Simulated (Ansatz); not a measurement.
TiP in space group P6_3/mmc (No. 194; Ti on 4f, P on 2a, P on 2d), r²SCAN (plane waves, PAW; program Ansatz), all energies at zero smearing, with the estimated change up to a 700 eV cutoff added, with one set of potentials and settings (totals compare only within such a set). Cell of 8 atoms (4 Ti, 4 P): -13064.730 eV.

```
element              reference phase  E (eV/atom)
-------  ---------------------------  -----------
Ti       P6/mmm, 3 atoms in the cell   -2504.3896
P          Cmce, 4 atoms in the cell    -759.1646
```

Formation energy per atom, worked out: (-13064.730 − 4×(-2504.3896) − 4×(-759.1646))/8 = -1.314 eV/atom (-127 kJ per mol of atoms), at 0 K, without zero-point energy or fitted corrections.

The workflow started from an entry of the Crystallography Open Database (COD). Whether it is the stable phase at ambient conditions was not checked. The r²SCAN relaxation kept the symmetry of its start; whether a distortion lowers the energy is not shown. The run is not spin-polarised. The references are the lowest solids computed at this level, not always the standard phases.

Potentials: the later of the program's two PAW sets.
